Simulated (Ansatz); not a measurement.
Si started in the widest void in antifluorite Mg2Si, 97 atoms, charge +1

Level of theory: Ansatz, DFT, PBEsol, PAW, plane waves.

Command:

```sh
ansatz run in.yaml --threads 4 --pin off --max-ram 42750MiB --runs-dir r --events-out ev --progress --plain --backend cuda --devices 0, --max-vram 37GiB
```

The input less its lattice and atoms (starting moments on atoms near the defect: 1 μB in all):

```yaml
crystal:
  symmetry: { detect: false }
kpoints:
  mp_grid: { grid: [1, 1, 1], shift: [0.25, 0.25, 0.25] }
hamiltonian:
  xc: pbesol
total_charge: 1
magnetization:
  spin_polarized: true
scf:
  occupations: { method: fermi_dirac, width: 0.01 }
relax:
  f_tol: 0.03
  max_steps: 80
  escape_saddle: false
  adjacent_minimum: "off"
output:
  forces: true
  eigenvalues: true
  populations: true
  charged_corrections: { epsilon: 19 }
  write_density: true
  write_potential: true
  elf: true
  volumetric_format: npy
```

Start:

```
Mg Si
1.0
    12.64950    0.00000    0.00000
     0.00000   12.64950    0.00000
     0.00000    0.00000   12.64950
Mg Si
64 33
Direct
  0.37683 0.12613 0.12645
  0.37559 0.12527 0.62721
  0.37746 0.62889 0.12375
  0.37750 0.62779 0.62285
  0.87682 0.12492 0.12245
  0.87655 0.12554 0.62599
  0.87496 0.62592 0.12304
  0.87228 0.62443 0.62386
  0.12701 0.37489 0.12561
  0.12546 0.37697 0.62677
  0.12382 0.87362 0.12633
  0.12649 0.87535 0.62478
  0.62686 0.37481 0.12507
  0.62441 0.37538 0.62496
  0.62406 0.87263 0.12663
  0.62365 0.87447 0.62473
  0.12549 0.12568 0.37414
  0.12540 0.12707 0.87223
  0.12337 0.62535 0.37287
  0.12465 0.62604 0.87589
  0.62580 0.12638 0.37503
  0.62567 0.12577 0.87536
  0.62497 0.62314 0.37552
  0.62553 0.62880 0.87487
  0.12666 0.12497 0.12645
  0.12373 0.12454 0.62375
  0.12326 0.62439 0.12181
  0.12367 0.62471 0.62522
  0.62511 0.12537 0.12653
  0.62233 0.12430 0.62339
  0.62665 0.62712 0.12591
  0.62522 0.62467 0.62345
  0.37572 0.37410 0.37365
  0.37467 0.37741 0.87630
  0.37201 0.87685 0.37679
  0.37622 0.87538 0.87663
  0.87834 0.37292 0.37732
  0.87650 0.37806 0.87655
  0.87427 0.87674 0.37613
  0.87254 0.87430 0.87740
  0.37605 0.37428 0.12455
  0.37726 0.37675 0.62167
  0.37571 0.87287 0.12269
  0.37595 0.87402 0.62559
  0.87284 0.37598 0.12454
  0.87483 0.37520 0.62371
  0.87584 0.87288 0.12459
  0.87384 0.87503 0.62544
  0.37572 0.12267 0.37483
  0.37456 0.12429 0.87665
  0.37551 0.62573 0.37400
  0.37460 0.62660 0.87699
  0.87737 0.12416 0.37655
  0.87407 0.12511 0.87588
  0.87500 0.62453 0.37521
  0.87584 0.62390 0.87393
  0.12387 0.37726 0.37517
  0.12422 0.37643 0.87587
  0.12550 0.87481 0.37564
  0.12500 0.87452 0.87302
  0.62406 0.37879 0.37383
  0.62399 0.37544 0.87392
  0.62504 0.87636 0.37561
  0.62256 0.87658 0.87519
  0.00020 0.99962 0.00012
  0.99755 0.99931 0.50034
  0.00001 0.50194 0.00062
  0.99908 0.50119 0.49961
  0.50080 0.99928 0.00066
  0.50095 0.00095 0.49766
  0.49627 0.49625 0.99772
  0.50300 0.50256 0.50161
  0.25075 0.24906 0.99634
  0.24831 0.24851 0.49992
  0.25088 0.75003 0.99900
  0.25011 0.75028 0.50071
  0.74905 0.25058 0.00066
  0.74804 0.25138 0.49752
  0.74832 0.75139 0.00284
  0.75019 0.75165 0.49799
  0.24513 0.00004 0.25040
  0.25193 0.00116 0.74858
  0.24991 0.50226 0.25181
  0.25180 0.50300 0.74936
  0.75054 0.00208 0.25202
  0.75010 0.99913 0.74901
  0.74873 0.49873 0.24777
  0.75088 0.50116 0.75162
  0.00048 0.24905 0.25080
  0.99990 0.25136 0.75093
  0.00211 0.75029 0.24807
  0.99839 0.74866 0.74857
  0.50210 0.24954 0.25094
  0.50143 0.24873 0.74831
  0.49643 0.75025 0.25139
  0.50078 0.74967 0.75214
  0.49825 0.74822 0.49952
```

Steps:

```
 step  energy less the first (eV)  largest force component (eV/Å)
start                       0.000                           0.611
    1                      -0.357                           0.263
    2                      -0.598                           0.066
    3                      -0.605                           0.036
    4                      -0.606                           0.011
```

End:

```
Mg Si
1.0
    12.64950    0.00000    0.00000
     0.00000   12.64950    0.00000
     0.00000    0.00000   12.64950
Mg Si
64 33
Cartesian
  4.7417 1.5972 1.5709
  4.7340 1.5994 7.9074
  4.7431 7.9101 1.5786
  4.6790 7.8484 7.9712
  11.0785 1.5953 1.5692
  11.0720 1.5891 7.9044
  11.0798 7.9079 1.5710
  11.0816 7.9000 7.9081
  1.5757 4.7418 1.5745
  1.5754 4.7420 7.9075
  1.5761 11.0748 1.5752
  1.5659 11.0823 7.9151
  7.9089 4.7426 1.5749
  7.9164 4.7338 7.9158
  7.9160 11.0827 1.5651
  7.9389 11.1099 7.9391
  1.5719 1.5971 4.7407
  1.5704 1.5952 11.0774
  1.5796 7.9096 4.7422
  1.5714 7.9084 11.0792
  7.9086 1.5999 4.7327
  7.9058 1.5890 11.0710
  7.9706 7.8501 4.6794
  7.9086 7.8996 11.0811
  1.5701 1.5965 1.5693
  1.5706 1.5944 7.9075
  1.5764 7.9113 1.5756
  1.5695 7.9071 7.9156
  7.9090 1.5948 1.5697
  7.9060 1.5876 7.9050
  7.9163 7.9077 1.5693
  7.9693 7.8584 7.9680
  4.7432 4.7484 4.7425
  4.7417 4.7381 11.0794
  4.6840 11.1354 4.6836
  4.7338 11.0750 11.0798
  11.0800 4.7385 4.7406
  11.0789 4.7361 11.0783
  11.0802 11.0755 4.7325
  11.0722 11.0724 11.0707
  4.7449 4.7431 1.5755
  4.7405 4.7381 7.9156
  4.7408 11.0826 1.5702
  4.6935 11.1337 7.9636
  11.0804 4.7360 1.5689
  11.0777 4.7374 7.9081
  11.0773 11.0756 1.5696
  11.0678 11.0728 7.9046
  4.7341 1.6062 4.7329
  4.7424 1.5905 11.0722
  4.6918 7.8623 4.6911
  4.7335 7.8998 11.0880
  11.0732 1.5906 4.7407
  11.0714 1.5880 11.0702
  11.0880 7.9002 4.7330
  11.0738 7.9084 11.0732
  1.5764 4.7428 4.7433
  1.5694 4.7360 11.0795
  1.5704 11.0827 4.7399
  1.5707 11.0752 11.0765
  7.9165 4.7389 4.7402
  7.9089 4.7371 11.0774
  7.9638 11.1335 4.6928
  7.9061 11.0726 11.0672
  12.6487 0.0046 12.6473
  12.6437 0.0003 6.3235
  0.0010 6.3281 0.0002
  0.0080 6.3331 6.3244
  6.3249 0.0001 12.6428
  6.3077 12.6189 6.3068
  6.3253 6.3331 0.0074
  6.3389 6.3840 6.3398
  3.1621 3.1668 12.6491
  3.1667 3.1752 6.3246
  3.1667 9.4924 0.0068
  3.2124 9.5055 6.3396
  9.4881 3.1648 12.6472
  9.4832 3.1620 6.3243
  9.4833 9.4919 12.6425
  9.4479 9.4754 6.3077
  3.1446 0.0242 3.1440
  3.1458 0.0211 9.5026
  3.1512 6.3177 3.1497
  3.1431 6.3098 9.5075
  9.5031 0.0214 3.1443
  9.4927 0.0104 9.4915
  9.5081 6.3104 3.1429
  9.5048 6.3108 9.5047
  0.0009 3.1669 3.1610
  12.6482 3.1648 9.4869
  0.0076 9.4921 3.1660
  12.6435 9.4917 9.4821
  6.3258 3.1759 3.1658
  6.3250 3.1619 9.4822
  6.3392 9.5066 3.2111
  6.3076 9.4735 9.4468
  6.3065 9.4637 6.3086
```

The run converged.

Time: 20 s of wall time on one NVIDIA H100 with 4 processor threads, on a host shared with other runs; peak host memory 1.8 GiB.

**Question.** How much energy did the relaxation gain, and which atom moved most?

**Answer.** 0.61 eV in 4 steps, from a start with small random displacements (neighbours that lie too close to an added atom are first pushed off); atom 4 (Mg) moved 0.16 Å, the median atom 0.04 Å (drift of the whole cell removed).

The moment started at 1 μB and ended at 1.0 μB; no other spin state is shown. The one k point has no symmetry partners, which can distort the end along one axis.
